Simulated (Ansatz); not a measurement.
Input file for Ansatz (a program for electronic structure):

Ansatz 0.2 input:
```yaml
crystal:
  lattice:
    - [-3.2910352561, 3.2910352561, 2.9830362339]
    - [3.2910352561, -3.2910352561, 2.9830362339]
    - [3.2910352561, 3.2910352561, -2.9830362339]
  atoms:
    - { symbol: Hf, position: [0.75, 0.25, 0.5] }
    - { symbol: Hf, position: [0.0, 0.0, 0.0] }
    - { symbol: Si, position: [0.25, 0.75, 0.5] }
    - { symbol: Si, position: [0.5, 0.5, 0.0] }
    - { symbol: O, position: [0.1333327736, 0.3181254315, 0.8152073421] }
    - { symbol: O, position: [0.0681254315, 0.7529180894, 0.6847926579] }
    - { symbol: O, position: [0.5029180894, 0.3181254315, 0.1847926579] }
    - { symbol: O, position: [0.0681254315, 0.3833327736, 0.3152073421] }
    - { symbol: O, position: [0.6166672264, 0.9318745685, 0.6847926579] }
    - { symbol: O, position: [0.6818745685, 0.8666672264, 0.1847926579] }
    - { symbol: O, position: [0.2470819106, 0.9318745685, 0.3152073421] }
    - { symbol: O, position: [0.6818745685, 0.4970819106, 0.8152073421] }
kpoints:
  mp_grid: { grid: [6, 6, 6] }
hamiltonian:
  xc: pbesol
  pseudopotentials: { kind: paw }
scf:
  occupations: { method: fixed }
dielectric: {}
```

Output (shortened):

```
Pseudopotential: Hf, paw, valence charge 26
Pseudopotential: Si, paw, valence charge 4
Pseudopotential: O, paw, valence charge 6
Functional definition: PBEsol
Crystal: 12 atoms, lattice volume = 129.236 Å³
Basis set: ecut = 420 eV, 2529 PW (Γ), exchange–correlation on 80×80×80 points (8 copies of the dense FFT grid, shifted against one another)
Bands: 66, of which v1, the nominal top of the filled ones, is band 54 counted from 1 (53 counted from 0)
Symmetry: 16 space group operations
k-points: 68 of 216 (irreducible under 2 space group operations, time reversal used)
SCF iter   1: F=—  HF=-36944.340995 eV  |F-HF|=—  |Δ(HF+E_count)|=         —  Δρ=1.69e-2  dr2=3.03e-1  ethr=1.77e-3  ⟨swp⟩=5.0  Hψ=16090  notcnv=0  defer=660
preconditioner: auto → Resta (q_TF=auto, 2.648 Å⁻¹)
SCF iter   2: F=—  HF=-36944.259129 eV  |F-HF|=—  |Δ(HF+E_count)|=   8.19e-2  Δρ=2.40e-3  dr2=3.03e-3  ethr=2.81e-4  ⟨swp⟩=2.0  Hψ=7063  notcnv=0  defer=679
SCF iter   3: F=—  HF=-36944.259318 eV  |F-HF|=—  |Δ(HF+E_count)|=   1.89e-4  Δρ=1.26e-3  dr2=1.16e-3  ethr=2.80e-6  ⟨swp⟩=2.0  Hψ=7304  notcnv=0  defer=680
SCF iter   4: F=—  HF=-36944.259713 eV  |F-HF|=—  |Δ(HF+E_count)|=   3.95e-4  Δρ=5.43e-4  dr2=2.37e-4  ethr=1.08e-6  ⟨swp⟩=2.0  Hψ=7981  notcnv=0  defer=679
SCF iter   5: F=—  HF=-36944.259605 eV  |F-HF|=—  |Δ(HF+E_count)|=   1.07e-4  Δρ=1.25e-4  dr2=1.45e-5  ethr=2.19e-7  ⟨swp⟩=2.0  Hψ=6251  notcnv=0  defer=419
SCF iter   6: F=—  HF=-36944.259614 eV  |F-HF|=—  |Δ(HF+E_count)|=   8.50e-6  Δρ=2.36e-5  dr2=7.30e-7  ethr=1.34e-8  ⟨swp⟩=2.0  Hψ=7491  notcnv=0  defer=277
SCF iter   7: F=—  HF=-36944.259614 eV  |F-HF|=—  |Δ(HF+E_count)|=   1.95e-7  Δρ=4.46e-6  dr2=2.75e-8  ethr=6.76e-10  ⟨swp⟩=2.0  Hψ=7883  notcnv=0  defer=277
SCF iter   8: F=—  HF=-36944.259614 eV  |F-HF|=—  |Δ(HF+E_count)|=   1.35e-8  Δρ=1.07e-6  dr2=1.72e-9  ethr=2.55e-11  ⟨swp⟩=2.0  Hψ=7830  notcnv=0  defer=277
SCF iter  10: F=-36944.259614 eV  HF=-36944.259614 eV  |F-HF|=0.00e0  |Δ(HF+E_count)|=  7.28e-12  Δρ=5.96e-8  dr2=4.33e-12  ethr=1.00e-12  ⟨swp⟩=9.6  Hψ=13676  notcnv=0
SCF 1 converged in 10 iterations: F = -36944.259614 eV  dr2 = 4.33e-12
NSCF: frozen V_eff on 2 k-points
DFPT response loops at Γ: preconditioner auto → none (the input reference at scf.mixing.eps_inf says where Resta's filter doesn't serve); β = 0.50 …
SCF converged after 10 iterations
Free energy (F): -36944.259614 eV
Harris-Foulkes:  -36944.259614 eV  (|F-HF|=0.00e0)
Internal energy: -36944.259614 eV  (E = F + TS)
E sigma→0 (E₀):  -36944.259614 eV
Fermi energy:    9.896447 eV
--- Per-component energies (eV) ---
  E_band       = -219.683269
  E_kinetic    = 2342.894297
  E_local      = -16000.813826  (includes V_loc(G=0)·N_el)
  E_nonlocal   = -2038.710714
  E_hartree    = 7151.847652
  E_xc         = -1290.717641
  E_vxc        = -1377.928702  (∫ρ·V_xc dr)
  E_paw        = -15833.222201  (= ΣΔE_a)
  E_vpaw       = 2551.160360  (= ΣTr[D̂ρ^β])
  E_aug_tail   = 0.019960  (compensation charges beyond the density's cutoff)
  E_ewald      = -11278.404748
  E_core_change = 2.847608  (= ΣΔE_core)
  E_smearing   =  0.000000  (= −TS)
  E_closure    = 0.000000  (closes the sum)
  Σ components = -36944.259614   (vs F -36944.259614, Δ=0.00e0)
  [band-id]    e_kinetic+e_local+e_nonlocal+2·e_hartree+e_vxc+e_vpaw+e_augmentation_tail = -219.683323   (vs E_band -219.683269, Δ=-5.36e-5)
--- Band table (eV; the first three rows and the last of 68) ---
  k-point 0: bands = ["-50.3376", "-50.3289", "-19.1944", "-19.1944", "-19.1103", "-19.0990", "-19.0063", "-19.0063", "-9.2114", "-8.1377", "-7.3412", "-7.1994", "-6.7302", "-6.7302", "-6.6713", "-6.6713", "-0.2373", "-0.2347", "-0.2285", "-0.2285", …
  k-point 1: bands = ["-50.3370", "-50.3295", "-19.1998", "-19.1829", "-19.1169", "-19.0916", "-19.0201", "-19.0016", "-9.1111", "-8.1535", "-7.3007", "-7.1770", "-6.7885", "-6.7675", "-6.7652", "-6.7143", "-0.2399", "-0.2330", "-0.2328", "-0.2252", …
  k-point 2: bands = ["-50.3354", "-50.3311", "-19.2002", "-19.1524", "-19.1506", "-19.0567", "-19.0546", "-19.0026", "-8.8411", "-8.2481", "-7.1922", "-7.1163", "-6.9493", "-6.9187", "-6.8519", "-6.8261", "-0.2411", "-0.2406", "-0.2310", "-0.2281", …
  k-point 67: bands = ["-50.3333", "-50.3333", "-19.2088", "-19.2088", "-19.1060", "-19.1060", "-18.9940", "-18.9940", "-8.6177", "-8.6177", "-7.3699", "-7.3699", "-6.7865", "-6.7865", "-6.6314", "-6.6314", "-0.2336", "-0.2336", "-0.2306", "-0.2306", …
--- Dielectric response (ions clamped): 2 representative field directions + reference, on 68 of 216 k-points (Σ response iterations 18) ---
  ε∞ (high-frequency dielectric tensor):
        3.920161     0.000000     0.000000
        0.000000     3.920161     0.000000
        0.000000     0.000000     4.154388
  Born effective charges Z* (e; rows j = field, columns β = displacement):
    site 0:
         5.28837    0.00000    0.00000
         0.00000    5.28837    0.00000
         0.00000    0.00000    4.62514
    site 1:
         5.28837    0.00000    0.00000
         0.00000    5.28837    0.00000
         0.00000    0.00000    4.62514
    site 2:
         3.16750    0.00000    0.00000
         0.00000    3.16750    0.00000
         0.00000    0.00000    4.31627
    site 3:
         3.16750    0.00000    0.00000
         0.00000    3.16750    0.00000
         0.00000    0.00000    4.31627
    site 4:
        -1.13684    0.00000    0.00000
         0.00000   -3.09110   -0.33873
         0.00000   -0.17268   -2.23535
    site 5:
        -3.09110    0.00000    0.33873
         0.00000   -1.13684    0.00000
         0.17268    0.00000   -2.23535
    site 6:
        -1.13684    0.00000    0.00000
         0.00000   -3.09110    0.33873
         0.00000    0.17268   -2.23535
    site 7:
        -3.09110    0.00000   -0.33873
         0.00000   -1.13684    0.00000
        -0.17268    0.00000   -2.23535
    site 8:
        -1.13684    0.00000    0.00000
         0.00000   -3.09110   -0.33873
         0.00000   -0.17268   -2.23535
    site 9:
        -3.09110    0.00000   -0.33873
         0.00000   -1.13684    0.00000
        -0.17268    0.00000   -2.23535
    site 10:
        -1.13684    0.00000    0.00000
         0.00000   -3.09110    0.33873
         0.00000    0.17268   -2.23535
    site 11:
        -3.09110    0.00000    0.33873
         0.00000   -1.13684    0.00000
         0.17268    0.00000   -2.23535
  Z* charge neutrality: 3.001e-5 e pre-enforcement
  k-mesh period / interband length: 33.2 Å / 1.17 Å = 28.43 at k = (0.0000, 0.0000, -0.5000), direct gap 5.980 eV — 14 or more, which is no proof of convergence
```

Cost: about 8 core-minutes (a rough figure) on shared cores.

Space group I4_1/amd. The PBEsol relaxation kept the symmetry of its start. The run is not spin-polarised. Spin–orbit coupling is left out wherever it is not named.

Potentials: the later of the program's two PAW sets.

Ansatz is a plane-wave DFT program.
